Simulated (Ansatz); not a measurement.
SrCl2:
```
SrCl2
1.0
    0.00000     3.52048     3.52048
    3.52048     0.00000     3.52048
    3.52048     3.52048     0.00000
Sr Cl
1 2
Direct
  0.00000   0.00000   0.00000
  0.25000   0.25000   0.25000
  0.75000   0.75000   0.75000
```

Relaxed with PBE. Special points in fractions of this cell's reciprocal vectors: Γ (0.000, 0.000, 0.000); X (0.500, 0.000, 0.500); U (0.625, 0.250, 0.625); K (0.375, 0.375, 0.750); L (0.500, 0.500, 0.500); W (0.500, 0.250, 0.750).

### Question
List the band energies nearest the valence-band maximum at these points for PBE with spin–orbit coupling (plane waves, PAW; program Ansatz).

### Answer
In eV from the valence-band maximum; about four levels below and three above (degenerate sets whole), none deeper than 8.9 eV; points with the same levels are listed once.

```json
[
 {"k": "Γ", "below": "-0.28 -0.28 -0.28 -0.28", "above": "5.24 5.24 6.11 6.11 6.11 6.11"},
 {"k": "X", "below": "-0.34 -0.34 0.00 0.00", "above": "5.52 5.52 6.97 6.97"},
 {"k": "U", "below": "-0.50 -0.50 -0.10 -0.10", "above": "5.95 5.95 7.06 7.06"},
 {"k": "L", "below": "-1.05 -1.05 -0.96 -0.96", "above": "6.69 6.69 6.71 6.71"},
 {"k": "W", "below": "-0.29 -0.29 -0.10 -0.10", "above": "6.22 6.22 6.97 6.97"}
]
```

Space group Fm-3m (fluorite). Symmetry was held in the PBE relaxation; phonons on a q-mesh show no instability.

Potentials: the later of the program's two PAW sets.
